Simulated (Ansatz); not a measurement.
Method: Ansatz 0.2.0, DFT PBE, scalar-relativistic, plane waves, PAW. Settings: cutoff 420 eV, Γ-centred meshes spaced at most about 0.3 Å⁻¹, and about 0.25 Å⁻¹ or finer for metals (2π included), Gaussian smearing. No spin polarisation in the final relaxations.

Temperature and zero-point effects are left out.

Two forms of Lu2SiF3 were relaxed alike.

1.

```
CELL_PARAMETERS angstrom
3.23909 0.00000 0.00000
0.00000 3.23909 0.00000
0.00000 0.00000 9.77711
ATOMIC_POSITIONS crystal
Lu 0.50000 0.50000 0.27852
Lu 0.50000 0.50000 0.72148
Si 0.50000 0.50000 0.00000
F 0.00000 0.00000 0.74027
F 0.00000 0.00000 0.25973
F 0.00000 0.00000 0.50000
```

2.

```
CELL_PARAMETERS angstrom
-2.34717 2.34717 5.02078
2.34717 -2.34717 5.02078
2.34717 2.34717 -5.02078
ATOMIC_POSITIONS crystal
Lu 0.79305 0.79305 0.00000
Lu 0.20695 0.20695 0.00000
Si 0.50000 0.50000 0.00000
F 0.75000 0.25000 0.50000
F 0.25000 0.75000 0.50000
F 0.00000 0.00000 0.00000
```

Question: Which is lower in energy, and by how much?

Answer: Cell 2 is lower, by 212 meV/atom. Cell 1 has space group P4/mmm (No. 123), 17.1 Å³/atom and no gap on its mesh; cell 2 has space group I4/mmm (No. 139), 18.4 Å³/atom and no gap. The shortest distance is 2.30 Å (Lu–F) in cell 1 and 2.08 Å (Lu–F) in cell 2. The lower one is the more open, so pressure narrows the difference. In cell 1, around Lu lie 4 F at 2.30 Å and 1 Si at 2.72 Å; around Si lie 2 Lu at 2.72 Å, 4 Si at 3.24 Å and 8 F at 3.42 Å; around F on a site of symmetry 4mm lie 4 Lu at 2.30 Å, 1 F at 2.35 Å, 4 F at 3.24 Å and 4 Si at 3.42 Å; 1 more site not described. In cell 2, around Lu lie 1 F at 2.08 Å, 4 F at 2.39 Å and 1 Si at 2.94 Å; Si is surrounded by 2 Lu at 2.94 Å and 12 F at 3.32–3.44 Å; F on a site of symmetry -4m2 is surrounded by 4 Lu at 2.39 Å, 8 F at 3.32–3.44 Å and 4 Si at 3.44 Å; 1 more site not described. Both come from invented guesses. A third cell relaxed alike, in P6/mmm, lies 265 meV/atom below the lower of the two.

In P4/mmm, I4/mmm an odd number of electrons in the primitive cell allows no gap without spin; a larger cell or a magnetic state could open one. A magnetic state wasn't ruled out in cells without spin, among them P4/mmm, I4/mmm. Cells relaxed within their symmetry can be saddle points.
